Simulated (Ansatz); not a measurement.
CaF₂ (fluorite): values from a third-order Birch-Murnaghan fit to a volume scan beside measured ones. Computed values: PBE (plane waves to 420 eV, PAW, scalar-relativistic; Ansatz, a first-principles code). CaF2 was relaxed with its symmetry unable to fall.

| quantity | reference | kind | PBE | difference |
|---|---|---|---|---|
| Lattice constant a (Å) | 5.466 | measured, room temperature or unstated | 5.511 | +0.8 % |

References as given in: M. Råsander, M. A. Moram, The Journal of Chemical Physics (2015), arXiv:1505.02379. Values not taken to low temperature hold thermal and zero-point shifts that a static calculation lacks, so small differences there are no errors of the method.

(Under strain, the slope of the energy per volume gives the stress and its curvature an elastic modulus.)
